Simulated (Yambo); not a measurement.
```
CELL_PARAMETERS angstrom
     -2.63693     2.63693     3.24322
      2.63693    -2.63693     3.24322
      2.63693     2.63693    -3.24322
ATOMIC_POSITIONS crystal
  H  0.22018 0.22018 0.44036
  H  0.77982 0.77982 0.55964
  H  0.22018 0.77982 0.00000
  H  0.77982 0.22018 0.00000
  Na 0.75000 0.25000 0.50000
  Na 0.25000 0.75000 0.50000
  Pd 0.00000 0.00000 0.00000
```

Na$_{2}$PdH$_{4}$ (space group I4/mmm, No. 139): mean Im ε in 1 eV windows above the direct gap of 3.71 eV, for different electron-hole kernels (Yambo, broadening 0.15 eV, norm-conserving LDA (Quantum ESPRESSO, 88 Ry, without SOC) bands; 6×6×6 mesh, 8 valence and 4 conduction bands, static screening with 53 bands and a 3 Ry block, scissor 1.62 eV, Tamm-Dancoff; field along x).

```json
[
 {"window (eV)": "3.7 to 4.7", "independent quasiparticles": "0.4", "TDDFT, adiabatic LDA kernel": "0.3", "BSE": "4.4"},
 {"window (eV)": "4.7 to 5.7", "independent quasiparticles": "3.3", "TDDFT, adiabatic LDA kernel": "2.3", "BSE": "5.4"},
 {"window (eV)": "5.7 to 6.7", "independent quasiparticles": "5.4", "TDDFT, adiabatic LDA kernel": "3.7", "BSE": "3.3"},
 {"window (eV)": "6.7 to 7.7", "independent quasiparticles": "4.1", "TDDFT, adiabatic LDA kernel": "3.4", "BSE": "4.5"},
 {"window (eV)": "7.7 to 8.7", "independent quasiparticles": "3.5", "TDDFT, adiabatic LDA kernel": "3.3", "BSE": "2.5"},
 {"window (eV)": "8.7 to 9.7", "independent quasiparticles": "3.7", "TDDFT, adiabatic LDA kernel": "5.2", "BSE": "1.1"}
]
```

This run doesn't resolve bound excitons or single peaks, so only averages are given, and they too depend on the mesh; weight that the attraction moves below the gap isn't listed. All transitions below 9.71 eV are in the band window. The scissor comes from a G0W0 run whose convergence isn't established.

Spin-orbit splittings are left out.

Geometry of the Materials Project entry, not relaxed at this level.

The structure is a Materials Project entry; no match was found in the copy of COD used, and its stability was not checked.
